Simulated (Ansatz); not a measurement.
What strain does to WSe2 (2H-MoS2 type)

WSe2, 2H-MoS2 type, relaxed with r2SCAN+rVV10 in Ansatz. The symmetry is P6_3/mmc (No. 194, hexagonal); conventional cell a = 3.300 Å, c = 13.149 Å, 20.66 Å³ an atom. Around W lie 6 Se at 2.53 Å; around Se lie 3 W at 2.53 Å.

The axes x, y and z are those of this cell:
```
CELL_PARAMETERS angstrom
3.29967 0.00000 0.00000
-1.64983 2.85760 0.00000
0.00000 0.00000 13.14870
ATOMIC_POSITIONS crystal
W 0.33333 0.66667 0.25000
W 0.66667 0.33333 0.75000
Se 0.66667 0.33333 0.37666
Se 0.66667 0.33333 0.12334
Se 0.33333 0.66667 0.87666
Se 0.33333 0.66667 0.62334
```

Unstrained: With PBE the valence top lies at Γ and the conduction bottom at Γ–K (0.54 of the way from Γ), 1.022 eV higher; the smallest vertical gap, at K, is 1.496 eV. The r2SCAN gap is indirect, 1.143 eV (Γ to Γ–K (0.54 of the way from Γ)), below the direct gap of 1.612 eV at K. The HSE06 gap is indirect, 1.500 eV (Γ to Γ–K (0.54 of the way from Γ)), below the direct gap of 1.948 eV at K. r2SCAN+SOC gives an indirect gap of 1.066 eV, from Γ to Γ–K (0.54 of the way from Γ); the least direct gap is 1.391 eV at K. Meshes: PBE 12×12×2, r2SCAN 12×12×2, HSE06 6×6×2, r2SCAN+SOC 12×12×2. Strains are changes of length per length. After each strain the atoms were relaxed again with r2SCAN+rVV10 within the symmetry that the strain leaves, so tilts or polar shifts that break it weren't tested; points keep the names that they have in the unstrained zone. Calculated for a static, non-magnetic cell.

Changes of the least gap in eV (an overlap counts as a negative gap):
```json
{"strain": "epitaxial -4.0 % in the xy plane, free normal strain +2.00 %", "volume change (%)": "-6.0", "space group": "P6_3/mmc", "PBE": "-0.065", "r2SCAN": "-0.020", "HSE06": "-0.051", "r2SCAN+SOC": "-0.080"}
{"strain": "epitaxial -3.0 % in the xy plane, free normal strain +1.50 %", "volume change (%)": "-4.5", "space group": "P6_3/mmc", "PBE": "+0.003", "r2SCAN": "+0.044", "HSE06": "+0.013", "r2SCAN+SOC": "-0.029"}
{"strain": "epitaxial -2.0 % in the xy plane, free normal strain +1.00 %", "volume change (%)": "-3.0", "space group": "P6_3/mmc", "PBE": "+0.068", "r2SCAN": "+0.079", "HSE06": "+0.077", "r2SCAN+SOC": "+0.022"}
{"strain": "epitaxial -1.0 % in the xy plane, free normal strain +0.50 %", "volume change (%)": "-1.5", "space group": "P6_3/mmc", "PBE": "+0.031", "r2SCAN": "+0.036", "HSE06": "+0.036", "r2SCAN+SOC": "+0.033"}
{"strain": "epitaxial +1.0 % in the xy plane, free normal strain -0.50 %", "volume change (%)": "+1.5", "space group": "P6_3/mmc", "PBE": "-0.026", "r2SCAN": "-0.031", "HSE06": "-0.030", "r2SCAN+SOC": "-0.030"}
{"strain": "epitaxial +2.0 % in the xy plane, free normal strain -0.84 %", "volume change (%)": "+3.2", "space group": "P6_3/mmc", "PBE": "-0.124", "r2SCAN": "-0.174", "HSE06": "-0.199", "r2SCAN+SOC": "-0.177"}
{"strain": "epitaxial +3.0 % in the xy plane, free normal strain -1.24 %", "volume change (%)": "+4.8", "space group": "P6_3/mmc", "PBE": "-0.296", "r2SCAN": "-0.353", "HSE06": "-0.391", "r2SCAN+SOC": "-0.346"}
{"strain": "epitaxial +4.0 % in the xy plane, free normal strain -1.62 %", "volume change (%)": "+6.4", "space group": "P6_3/mmc", "PBE": "-0.449", "r2SCAN": "-0.513", "HSE06": "-0.563", "r2SCAN+SOC": "-0.499"}
```

Epitaxial -4.0 % in the xy plane, free normal strain +2.00 %. HSE06: the gap goes from 1.500 to 1.449 eV (-0.051 eV); the edges go from Γ → Γ–K (0.54) to K → Γ–K (0.54). Stress change with PBE, compression positive: xx +10.81, yy +10.81, zz +0.72 GPa.

Epitaxial -3.0 % in the xy plane, free normal strain +1.50 %. HSE06: the gap goes from 1.500 to 1.513 eV (+0.013 eV); the edges go from Γ → Γ–K (0.54) to K → Γ–K (0.54). Stress change with PBE, compression positive: xx +7.80, yy +7.80, zz +0.55 GPa.

Epitaxial -2.0 % in the xy plane, free normal strain +1.00 %. HSE06: the gap goes from 1.500 to 1.577 eV (+0.077 eV); the edges go from Γ → Γ–K (0.54) to K → Γ–K (0.54). Stress change with PBE, compression positive: xx +5.00, yy +5.00, zz +0.35 GPa.

Epitaxial -1.0 % in the xy plane, free normal strain +0.50 %. HSE06: the gap goes from 1.500 to 1.536 eV (+0.036 eV). Stress change with PBE, compression positive: xx +2.40, yy +2.40, zz +0.16 GPa.

Epitaxial +1.0 % in the xy plane, free normal strain -0.50 %. HSE06: the gap goes from 1.500 to 1.470 eV (-0.030 eV). Stress change with PBE, compression positive: xx -2.24, yy -2.24, zz -0.17 GPa.

Epitaxial +2.0 % in the xy plane, free normal strain -0.84 %. HSE06: the gap goes from 1.500 to 1.301 eV (-0.199 eV); the edges go from Γ → Γ–K (0.54) to Γ → K. Stress change with PBE, compression positive: xx -4.34, yy -4.34, zz -0.38 GPa.

Epitaxial +3.0 % in the xy plane, free normal strain -1.24 %. HSE06: the gap goes from 1.500 to 1.109 eV (-0.391 eV); the edges go from Γ → Γ–K (0.54) to Γ → K. Stress change with PBE, compression positive: xx -6.29, yy -6.29, zz -0.55 GPa.

Epitaxial +4.0 % in the xy plane, free normal strain -1.62 %. HSE06: the gap goes from 1.500 to 0.937 eV (-0.563 eV); the edges go from Γ → Γ–K (0.54) to Γ → K. Stress change with PBE, compression positive: xx -8.13, yy -8.13, zz -0.76 GPa.

Only the levels marked +SOC include spin-orbit coupling.

Where an edge lies off the special points, it is a point of the mesh or the k point where a search put PBE's edge or least direct gap, reused for the other functionals, whose own edges may lie a little apart.

The meshes of the hybrids are coarse, so their gaps aren't converged to the digits shown.
